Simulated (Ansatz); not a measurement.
Question: Y (hcp (Mg type), P6_3/mmc) is relaxed with r²SCAN+D4 in the plane-wave PAW code Ansatz. What lattice parameters of the conventional cell result?

Answer: a = 3.676 Å, c = 5.676 Å.

The r²SCAN+D4 relaxation kept the symmetry of its start. No spin polarisation was allowed. The pairwise dispersion correction was not fitted to metals. Axis ratios of metals converge slowly with the k-mesh, so a and c are less sure than the volume.

Potentials: the earlier of the program's two PAW sets.
